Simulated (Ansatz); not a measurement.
**4 guesses for Zr₃NbTe₂ and where they end**

Computed with DFT PBE, scalar-relativistic, plane waves, PAW in Ansatz 0.2.0. All cells share a 420 eV cutoff and Γ-centred k meshes spaced at most about 0.3 Å⁻¹ (about 0.25 or finer for metals, 2π included). Collinear spin in cells that started with moments and kept them past the coarse steps, no spin elsewhere.

Each guess was relaxed in cell and atoms at zero pressure, within the symmetry of its start. These are static total energies at zero pressure. Coordination counts Te atoms around Nb and Zr (those within 1.25 times the shortest such distance or 1.15 times the sum of covalent radii; the shortest distance is added where it is long for a bond; a slash parts the counts of unlike sites).

| guess | made from | start group | V start (Å³/atom) | end group | V end (Å³/atom) | coordination at the end | gap on mesh (eV) | largest moment (μB) | E over the lowest end (meV/atom) |
| --- | --- | --- | --- | --- | --- | --- | --- | --- | --- |
| 1 | NaSn2Pd3 type | P6mm | 23.0 | P6mm | 25.4 | Zr 4, Nb 6 from 3.7 Å | 0 | 1.5 | 0 |
| 2 | random cell | P4/mmm | 22.1 | P4/mmm | 34.6 | Zr 4 from 3.7 Å/8 from 4.7 Å, Nb 4 | 0 | 1.3 | 964 |
| 3 | LaB2Ir3 type | P6/mmm | 21.1 | P6/mmm | 23.6 | Zr 4, Nb 6 | 0 | - | 14 |
| 4 | random cell | P6/mmm | 23.3 | ? | ? | ? | ? | ? | ? |

Guess 4 as it starts:

```cif
data_structure
_symmetry_space_group_name_H-M 'P6/mmm'
_symmetry_Int_Tables_number 191
_cell_length_a 4.2876
_cell_length_b 4.2876
_cell_length_c 8.7801
_cell_angle_alpha 90.000
_cell_angle_beta 90.000
_cell_angle_gamma 120.000
_cell_volume 139.78
loop_
_atom_site_label
_atom_site_type_symbol
_atom_site_symmetry_multiplicity
_atom_site_Wyckoff_symbol
_atom_site_fract_x
_atom_site_fract_y
_atom_site_fract_z
_atom_site_occupancy
Zr1 Zr 2 d 0.33333 0.66667 0.50000 1
Zr2 Zr 1 a 0.00000 0.00000 0.00000 1
Nb1 Nb 1 b 0.00000 0.00000 0.50000 1
Te1 Te 2 e 0.00000 0.00000 0.73486 1
```

Question: Predict the end of this guess and its energy over the lowest end.

Answer: It ends in space group P6/mmm (No. 191), with a = 4.914 Å, c = 10.840 Å, 37.8 Å³/atom and no gap, without spin. It lies 0.65 eV/atom over the lowest end, above guess 3 and below guess 2. Counting Te atoms around Nb and Zr, this end has Zr 2/6 from 3.9 Å, Nb 2 and the lowest (guess 1) has Zr 4, Nb 6 from 3.7 Å.

```
Zr Nb Te
1.0
     4.91425    0.00000    0.00000
    -2.45713    4.25587    0.00000
     0.00000    0.00000   10.84038
Zr Nb Te
3 1 2
Direct
  0.33333 0.66667 0.50000
  0.66667 0.33333 0.50000
  0.00000 0.00000 0.00000
  0.00000 0.00000 0.50000
  0.00000 0.00000 0.75233
  0.00000 0.00000 0.24767
```

The zero of energy is the elements' standard structures at the same level; no fitted shifts are applied.

Question: Is the lowest end bound against the elements?

Answer: No: its formation energy is +0.13 eV/atom. It can't be a ground state, since the elements alone are lower.

The k mesh leaves some 4 meV/atom of noise in the energy of each metallic cell. These runs have no spin–orbit coupling, which can matter for Te. A magnetic state wasn't ruled out in cells without spin, among them P6/mmm at 37.8 Å³/atom. The reference form of Te is held partly by dispersion forces, which this level lacks. Another magnetic order may lie lower. Cells relaxed within their symmetry can be saddle points. A lower structure may well exist outside this small set. Some candidate types were left out of the draw beforehand, so a known form may be missing.
